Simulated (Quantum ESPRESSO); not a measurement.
CdS: magnetic shieldings

```xyz
2
Lattice="0.0000 2.9165 2.9165 2.9165 0.0000 2.9165 2.9165 2.9165 0.0000" Properties=species:S:1:pos:R:3 pbc="T T T"
Cd     0.0000     0.0000     0.0000
S      1.4583     1.4583     1.4583
```
The cell was made here from an entry of the Crystallography Open Database (unchecked): atoms relaxed with PBE in the measured cell (PBE without dispersion, pw.x of a modified build of Quantum ESPRESSO, symmetry kept).  Stability against distortions was not tested.

These are absolute shieldings with no macroscopic susceptibility term; δ = σ_ref − σ needs a reference computed alike. By our sweeps, such settings leave a few ppm in absolute σ on light atoms and up to some 20 ppm from Zn on. Spin–orbit coupling is left out; its weight grows with the heaviest atom, Cd here. The datasets of S hold no d projectors, which limits absolute σ on these atoms. With so small a Kohn–Sham gap, σ hangs strongly on the functional and the mesh.

**Question.** What do the calculations give at each independent site (shieldings by GIPAW with PBE in Quantum ESPRESSO, on JTH PAW datasets, 20 Ha, k-mesh 8×8×8 shifted, f-sum rule met within 0.001 %)?

**Answer.** 
```tsv
site	site symmetry	σ_iso (ppm)
Cd (atom 1)	-43m	2866
S (atom 2)	-43m	698
```
